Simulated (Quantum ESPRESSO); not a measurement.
## ReMo5LiRh (different elements on one site, starting from this cell)

A calculation, not a measurement. The program is pw.x of Quantum ESPRESSO 7.5 (plane-wave density functional theory). The cell is made up: eight metal atoms on a hexagonal close-packed lattice, with elements, volume, strain and displacements drawn at random and not relaxed, so it may be unstable or far from any real phase. PseudoDojo standard norm-conserving files set the functional (PBE unless stated); there is no spin polarisation or spin-orbit coupling, the Fermi-Dirac width of 0.25 eV means electrons at about 2900 K, and the masses in the input are unused placeholders. The copper pseudopotential is less sure than most, with forces differing by about three percent and pressure by about two GPa from a second method on plain copper. Heavy elements are run without spin-orbit coupling, which real alloys of them have. A spin test at this wide smearing found no moment, but such smearing suppresses magnetism that the real alloy may have.

The runs put different elements on site 8. Cell, positions, cutoff, mesh and smearing stay as in the input of run 1; sites are counted in its order. Stress in the tables is positive in tension.

Input of run 1:

```
&control calculation='scf', pseudo_dir='./dojo.nc.sr.pbe.v0_5.standard.upf', outdir='./o', disk_io='medium', tprnfor=.true., tstress=.true. /
&system ibrav=0, nat=8, ntyp=4, nbnd=70, ecutwfc=92.02030273, nosym=.true., tot_charge=0,
 occupations='smearing', smearing='fd', degauss=0.0183746611
/
&electrons conv_thr=1.470e-08, electron_maxstep=70, mixing_beta=0.5 /
ATOMIC_SPECIES
Li 1.0 Li.upf
Mo 1.0 Mo.upf
Re 1.0 Re.upf
Rh 1.0 Rh.upf
CELL_PARAMETERS angstrom
-0.005 0.0161 -4.2521
0.0842 4.7323 -0.0179
5.5688 0.0973 0.0064
ATOMIC_POSITIONS angstrom
Re 0.065 -0.0851 -0.0026
Mo 2.8333 0.0237 -0.0013
Mo 1.563 2.5815 -0.0399
Mo 4.2483 2.4682 0.022
Mo -0.0563 1.5092 -2.246
Li 2.9447 1.5675 -2.0662
Rh 1.4801 3.8931 -2.1719
Mo 4.2198 4.0306 -2.2334
K_POINTS automatic
6 5 4 1 1 1
```

```
run  elements on sites 1 to 8  -TS (eV)  pressure (GPa)  stress xx (GPa)  stress yy (GPa)  stress zz (GPa)  stress yz (GPa)  stress xz (GPa)  stress xy (GPa)  iterations
  1   Re Mo Mo Mo Mo Li Rh Mo    -1.563           27.54           -20.79           -26.37           -35.46            -0.82             0.20             5.84          17
  2   Re Mo Mo Mo Mo Li Rh Ag    -1.462           28.30           -19.89           -22.81           -42.21            -1.60            -0.49             5.41          17
  3   Re Mo Mo Mo Mo Li Rh Rh    -1.495           21.78           -13.75           -18.02           -33.56            -1.43            -0.44             5.04          17
  4   Re Mo Mo Mo Mo Li Rh Al    -1.391           22.47           -14.69           -18.80           -33.91            -0.99            -0.06             6.11          16
  5   Re Mo Mo Mo Mo Li Rh Cu    -1.498           17.02           -10.61           -13.21           -27.23            -1.09            -0.38             5.44          21
```

Forces Fx Fy Fz (eV/Å):

| site | run 1 | run 2 | run 3 | run 4 | run 5 |
| --- | --- | --- | --- | --- | --- |
| 1 | -0.95 2.03 -1.16 | -0.73 1.78 -1.17 | -1.06 1.90 -1.01 | -1.50 1.33 -1.16 | -1.66 1.31 -0.90 |
| 2 | -0.33 2.39 -0.28 | -0.74 2.52 -0.58 | -0.09 2.26 -0.32 | 0.07 1.96 -0.39 | 0.39 1.82 -0.21 |
| 3 | -0.48 -3.06 0.00 | -0.45 -3.67 -0.07 | -0.56 -3.72 -0.04 | -0.35 -3.41 -0.06 | -0.44 -3.56 -0.07 |
| 4 | 0.72 -1.91 -1.01 | 0.17 -2.28 -1.45 | 0.18 -1.69 -1.09 | 0.30 -1.07 -1.19 | 0.22 -0.96 -0.92 |
| 5 | 1.71 0.60 1.14 | 2.25 0.65 0.98 | 1.58 0.58 1.05 | 1.60 0.81 1.08 | 1.51 0.53 0.97 |
| 6 | -1.18 0.46 -0.43 | -0.91 0.35 -0.47 | -0.90 0.32 -0.48 | -1.01 0.37 -0.44 | -0.77 0.26 -0.48 |
| 7 | 0.51 0.14 0.29 | 0.34 0.66 0.33 | 0.26 0.52 0.22 | 0.77 0.49 0.43 | 0.51 0.65 0.35 |
| 8 | 0.00 -0.66 1.45 | 0.07 -0.01 2.42 | 0.60 -0.15 1.66 | 0.12 -0.48 1.73 | 0.23 -0.06 1.25 |

Energies are left out, as each element's file has its own zero. A rerun of one cell of this series at a higher cutoff and on a denser mesh moved values by no more than 0.011 eV in energy, 0.16 GPa in stress and 0.013 eV/Å in force, and a second program with other atomic files agreed on that cell to 2 % rms in force and 0.5 GPa in pressure.